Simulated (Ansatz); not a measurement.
Data:

CoTe:
Space group P6₃/mmc (No. 194); a = 3.8517 Å, b = 3.8517 Å, c = 5.2018 Å, α = 90.00°, β = 90.00°, γ = 120.00°

| atom | site | symmetry | x | y | z |
|---|---|---|---|---|---|
| Co | 2a | -3m. | 0.0000 | 0.0000 | 0.0000 |
| Te | 2c | -6m2 | 0.3333 | 0.6667 | 0.2500 |

This is the PBEsol-relaxed structure.

Task: All from PBEsol (plane waves, PAW; program Ansatz), unless another level is named. Give the electronic character.

Result: metallic (no gap).

Task: Predict the density of states at the Fermi level.

Result: 0.73 states/eV per atom (mean over ±0.08 eV).

Task: Give the formation energy from the elements (no fitted shifts).

Result: -0.11 eV/atom.

Task: Next, the gap with spin–orbit coupling?

Result: none (metallic).

Space group P6_3/mmc (NiAs type). The workflow started from a Materials Project entry (that database holds measured and hypothetical structures alike); the Crystallography Open Database files this formula in space group No. 194, but the cells were not matched. Its standing as an ambient phase is unchecked. Symmetry was held in the PBEsol relaxation; of distortions, only those at the zone centre were tested. No spin polarisation was allowed. The references are the lowest solids computed at this level, not always the standard phases. Spin–orbit coupling is left out wherever it is not named.

Potentials: the later of the program's two PAW sets.
